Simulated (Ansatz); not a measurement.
## How much do the gradients of I depend on the method?

Cell: a COD entry, its atoms then relaxed with PBE in this cell.

```
CELL_PARAMETERS angstrom
3.62750 -2.39750 0.00000
3.62750 2.39750 0.00000
0.00000 0.00000 9.78000
ATOMIC_POSITIONS crystal
I 0.84609 0.15391 0.12160
I 0.65391 0.34609 0.62160
I 0.15391 0.84609 0.87840
I 0.34609 0.65391 0.37840
```

Atoms are numbered from 1 in the order listed; like atoms form one site, named after its first atom.

First run. Computed with Ansatz: DFT, PBE, plane waves and PAW, scalar-relativistic, 420 eV cutoff, Γ-centred 8×8×4 k-points, Fermi–Dirac smearing 0.05 eV.

```json
{"site": "I", "atom": "1", "V_zz (10²¹ V/m²)": "116.9", "η": "0.36"}
```

Second run. The same atoms and settings, except that spin–orbit coupling is included (fully relativistic PAW files).

Problem. Given the first result, estimate the second.

Solution. 

| site | atom | V_zz | η | change of V_zz |
| --- | --- | --- | --- | --- |
| I | 1 | 112.4 | 0.35 | -4.52 |

The largest change of V_zz is on I, from 116.9 to 112.4.
